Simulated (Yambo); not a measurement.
G0W0@LDA for BaCuSF (space group P4/nmm, No. 129) in Yambo. Reference settings: 4×4×1 Γ-centred k mesh, bands 9 to 182 and a 6 Ry block in the screening, 182 bands in G with the Bruneval-Gonze terminator, plasmon pole fitted at 27.2 eV. The LDA gap Γ → Γ on this mesh is 1.48 eV; G0W0 gaps are taken between the same points.

Gap (Γ → Γ) in eV against the number of bands and the screening block, terminator on:

| bands (W and G) | 2 Ry | 3 Ry | 4 Ry | 5 Ry | 6 Ry |
|---|---|---|---|---|---|
| 63 | 3.706 | 3.527 | 3.352 | 3.338 | 3.308 |
| 83 | 3.458 | 3.279 | 3.100 | 3.087 | 3.057 |
| 112 | 3.254 | 3.081 | 2.915 | 2.907 | 2.884 |
| 145 | 3.169 | 2.994 | 2.834 | 2.829 | 2.812 |
| 182 | 3.125 | 2.942 | 2.783 | 2.779 | 2.765 |

Rough cost of the Yambo step against the reference (shared machines):

```json
[
 {"bands (W and G)": "63", "2 Ry": "1/4", "3 Ry": "1/4", "4 Ry": "1/4", "5 Ry": "1/3", "6 Ry": "1/3"},
 {"bands (W and G)": "83", "2 Ry": "1/3", "3 Ry": "1/3", "4 Ry": "1/3", "5 Ry": "1/3", "6 Ry": "1/3"},
 {"bands (W and G)": "112", "2 Ry": "1/2", "3 Ry": "1/2", "4 Ry": "~1", "5 Ry": "~1", "6 Ry": "~1"},
 {"bands (W and G)": "145", "2 Ry": "~1", "3 Ry": "~1", "4 Ry": "~1", "5 Ry": "~1", "6 Ry": "~1"},
 {"bands (W and G)": "182", "2 Ry": "~1", "3 Ry": "~1", "4 Ry": "~1", "5 Ry": "~1", "6 Ry": "1"}
]
```

At the largest block the last step in bands moves the gap by -0.047 eV; at the most bands the last step in the block moves it by -0.014 eV.

The filled Cu 3d shell has no Hubbard U; semilocal functionals place it too high.

Geometry of the Materials Project entry, not relaxed at this level; primitive cell a = 4.1299 Å, b = 4.1299 Å, c = 9.1065 Å, α = 90.00°, β = 90.00°, γ = 90.00°.

The structure is a Materials Project entry; no match was found in the copy of COD used, and its stability was not checked.
